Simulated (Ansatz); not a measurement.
Consider the following.

RuS2:
Space group Pa-3 (No. 205); a = b = c = 5.649 Å, α = β = γ = 90.00°

```tsv
atom	site	symmetry	x	y	z
Ru	4a	.-3.	0.0000	0.0000	0.0000
S	8c	.3.	0.3867	0.3867	0.3867
```

This is the PBE-relaxed structure.

Question: All from plane-wave PAW PBE (Ansatz code), unless another level is named. Estimate the formation energy from the elements (no fitted shifts).

Answer: -55 kJ/mol-atom.

Question: Give the smallest direct gap on the standard path.

Answer: 0.81 eV.

Question: Predict the valence-band maximum.

Answer: on the Γ–X line, 89 % of the way from Γ.

Question: Predict the conduction-band minimum.

Answer: at Γ.

Symmetry was held in the PBE relaxation. No spin polarisation was allowed. The references are the lowest solids computed at this level, not always the standard phases. Scalar-relativistic: spin–orbit coupling is off unless named, which matters more the heavier the elements.

Potentials: the earlier of the program's two PAW sets.
